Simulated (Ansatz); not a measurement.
Si₃N₄ in space group Fd-3m (No. 227; Si on 16c, Si on 8b, N on 32e), PBEsol in the plane-wave PAW code Ansatz: ε∞ = 5.31, cell volume 116.07 Å³. Infrared-active transverse modes:

```csv
ω_TO (cm⁻¹),oscillator strength S_xx (e²/amu)
397.2,0.03452
602.9,4.745
719.3,0.3873
801.2,2.007
```

Q: Compute the static dielectric constant.

A: Each mode adds (4.921e7/V) S/ω²: 0.09, 5.53, 0.32, 1.33. So ε0 = 12.6.

Symmetry was held in the PBEsol relaxation.

Potentials: the earlier of the program's two PAW sets. The files were generated under PBE; for other functionals the program regenerates the frozen cores, and for LDA and PBEsol the local potential too.
